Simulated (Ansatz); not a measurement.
# NbZn3: stiffness from a series of strains

```xyz
4
Lattice="3.9340 0.0000 0.0000 0.0000 3.9340 0.0000 0.0000 0.0000 3.9340" Properties=species:S:1:pos:R:3 pbc="T T T"
Nb    0.0000    0.0000    0.0000
Zn    0.0000    1.9670    1.9670
Zn    1.9670    0.0000    1.9670
Zn    1.9670    1.9670    0.0000
```

Atom numbers follow the list: Nb1, Zn2, Zn3, Zn4.

Conventional cell: a = 3.934 Å, b = 3.934 Å, c = 3.934 Å, α = 90.00°, β = 90.00°, γ = 90.00°. Around Nb (atom 1) lie 12 Zn at 2.78 Å. Around Zn (atom 2) lie 4 Nb at 2.78 Å and 8 Zn at 2.78 Å.

The cell comes from COD entry 2310977, which wasn't checked; take it as a given geometry.

Spin polarisation is left out, and whether a magnetic state lies lower isn't shown here.

Level of theory: Ansatz 0.2.0, DFT, PBEsol, all-electron LAPW, scalar-relativistic.

Settings: a Γ-centred 10×10×10 k mesh, Fermi–Dirac smearing of 0.05 eV, basis error target 1 meV/atom, no spin polarisation.

The strain is applied along the Cartesian axes of the cell as listed (the other components stay zero). Fractional coordinates are held (clamped ions).

σ is the change of stress from the unstrained cell, which is at -5.44 GPa; tension is positive, so slopes are stress–strain coefficients at that pressure. In a metal the k mesh adds noise.

Only quantities that a quadratic follows smoothly over the whole series are listed; rougher ones are left out.

```csv
εzz,σzz (GPa),σxx (GPa)
-0.0200,-4.01,-1.65
0.0000,0.00,0.00
0.0100,1.82,0.74
0.0200,3.53,1.42
```

(1) Fit the series and read off the stiffness at zero strain.

(2) One run, at εzz = -0.0100, is withheld. Predict its row.

Answers

(1) Least-squares fits y = p0 + p1 x + p2 x² to the rows give σzz (GPa): p1 = 188, p2 = -600; σxx (GPa): p1 = 76.8, p2 = -290. So C11 = 188 GPa and C12 = 77 GPa, which gives B = (C11 + 2 C12)/3 = 114 GPa.

(2) The fits give -1.95, -0.80; the run gave -1.95, -0.79.
